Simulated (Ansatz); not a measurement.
Total density of states per atom from the program Ansatz at the r²SCAN level (PAW), in 0.25 eV bins, energy from the Fermi level:

```
E (eV)  states/eV/atom
------  --------------
-7.85             0.00
-7.60             0.00
-7.35             0.00
-7.10             0.00
-6.85             0.00
-6.60             0.00
-6.35             0.03
-6.10             0.06
-5.85             0.13
-5.60             0.22
-5.35             0.36
-5.10             0.64
-4.85             0.53
-4.60             0.86
-4.35             0.76
-4.10             1.14
-3.85             1.10
-3.60             1.33
-3.35             1.10
-3.10             1.49
-2.85             1.71
-2.60             1.77
-2.35             1.48
-2.10             1.22
-1.85             1.27
-1.60             1.22
-1.35             1.47
-1.10             1.04
-0.85             0.65
-0.60             0.74
-0.35             0.50
-0.10             0.56
0.15              0.49
0.40              0.33
0.65              0.45
0.90              0.48
1.15              0.53
1.40              0.91
1.65              1.37
1.90              1.25
2.15              0.83
2.40              0.40
2.65              0.38
2.90              0.37
3.15              0.52
3.40              0.33
3.65              0.33
3.90              0.57
4.15              0.61
4.40              0.90
4.65              0.77
```

Task: Which compound is it?
A) LaAlSi, I4_1md (La on 4a, Al on 4a, Si on 4a)
B) Y2GeRh3, R-3m (Y on 6c, Ge on 3a, Rh on 9d)
C) GdZnIn, P6_3/mmc (Gd on 2a, Zn on 2d, In on 2c)
D) Sc3InB, anti-perovskite

Result: B, Y2GeRh3, R-3m (Y on 6c, Ge on 3a, Rh on 9d). Within 0.5 eV of the Fermi level: Rh 4d 42 %, Y 4d 29 %, Ge 4p 11 %, Y 5s 8 %, outside the projected shells 5 %. Projections are on Löwdin-orthogonalised atomic valence shells; empty p or d shells of many metals are not among them.

The workflow started from a Materials Project entry (that database holds measured and hypothetical structures alike); the Crystallography Open Database copy checked does not list it. Its standing as an ambient phase is unchecked. The r²SCAN relaxation kept the symmetry of its start; whether a distortion lowers the energy is not shown. No spin polarisation was allowed. Spin–orbit coupling is left out wherever it is not named.

Potentials: the later of the program's two PAW sets.
